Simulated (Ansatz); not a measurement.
What DFT gives for CoCl$_{3}$

```yaml
crystal:
  lattice:
    - [6.09914, 0.00000, 0.00000]
    - [-3.04957, 5.28201, 0.00000]
    - [0.00000, 0.00000, 5.50827]
  atoms:
    - { symbol: Co, position: [0.00000, 0.00000, 0.00000] }
    - { symbol: Co, position: [0.00000, 0.00000, 0.50000] }
    - { symbol: Cl, position: [0.31070, 0.31070, 0.25000] }
    - { symbol: Cl, position: [0.00000, 0.31070, 0.75000] }
    - { symbol: Cl, position: [0.68930, 0.00000, 0.25000] }
    - { symbol: Cl, position: [0.68930, 0.68930, 0.75000] }
    - { symbol: Cl, position: [0.00000, 0.68930, 0.25000] }
    - { symbol: Cl, position: [0.31070, 0.00000, 0.75000] }
```

The numbers come from plane-wave PAW DFT (Ansatz): PBE, no spin polarisation, 420 eV, 5×5×5 Γ-centred k points, methfessel-paxton occupations (width 0.0571 eV). Nothing was relaxed.

**Electronic structure.** The gap is 0.32 eV, indirect (the least direct gap found is 0.39 eV). A semilocal functional usually gives too small a gap.
**Charges.** Bader charges in e: Co +1.02, Cl -0.34. In the mean Co gives up most and Cl takes most.
**Stress.** The pressure is -4.4 GPa (compression positive), so with the atoms held at these fractions the cell would first shrink; the forces are large, so a full relaxation may end otherwise. The principal stresses -5.8, -5.8, -1.7 GPa differ, so its shape would change too.
**Contacts.** Co–Cl at 2.34 Å: least valence density 0.43 e/Å³ and ELF 0.21 there. Co–Co at 2.75 Å: least valence density 0.21 e/Å³ and ELF 0.13 there. These are pseudo-fields; inside the PAW spheres they differ from the all-electron ones.
**Band edges.** Within 0.7 eV of the edges, the states project mainly on Co d (74 %) and Cl p (26 %) below the gap and on Co d (56 %) and Cl p (42 %) above it.

Origin: a known structure type with other elements, at an estimated volume, so it need not be a known compound. Caveats: no spin polarisation, so a magnetic state may lie lower; atoms or cell far from equilibrium.
